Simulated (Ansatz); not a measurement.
CaTiO₃:
```
CELL_PARAMETERS angstrom
      3.80358     0.00000     0.00000
      0.00000     3.80358     0.00000
      0.00000     0.00000     3.80358
ATOMIC_POSITIONS crystal
  Ca 0.50000 0.50000 0.50000
  Ti 0.00000 0.00000 0.00000
  O  0.00000 0.00000 0.50000
  O  0.00000 0.50000 0.00000
  O  0.50000 0.00000 0.00000
```

Relaxed with LDA.

Task: Give the optical modes at the zone centre with their infrared and Raman activity from DFPT, plane-wave PAW LDA (Ansatz code).

Result: Transverse frequencies, without the LO–TO term; a row sums one degenerate level.

```json
[
 {"ω (cm⁻¹)": "148i", "degeneracy": "3", "IR ((D/Å)²/amu)": "138.63", "Raman (Å⁴/amu)": "0", "activity": "IR", "symmetry": "T1u"},
 {"ω (cm⁻¹)": "132", "degeneracy": "3", "IR ((D/Å)²/amu)": "0.00", "Raman (Å⁴/amu)": "0", "activity": "silent", "symmetry": "T2u"},
 {"ω (cm⁻¹)": "184", "degeneracy": "3", "IR ((D/Å)²/amu)": "41.91", "Raman (Å⁴/amu)": "0", "activity": "IR", "symmetry": "T1u"},
 {"ω (cm⁻¹)": "614", "degeneracy": "3", "IR ((D/Å)²/amu)": "87.57", "Raman (Å⁴/amu)": "0", "activity": "IR", "symmetry": "T1u"}
]
```

Task: How high does the top mode go among those that the LO–TO term moves?

Result: 858 cm⁻¹ for q along x.

Space group Pm-3m (cubic perovskite). The workflow started from an entry of the Crystallography Open Database (COD), which files this formula under 5 space groups. Its standing as an ambient phase is unchecked. Symmetry was held in the LDA relaxation. At this level the phase is dynamically unstable (imaginary phonons). The run is not spin-polarised.

Potentials: the later of the program's two PAW sets.
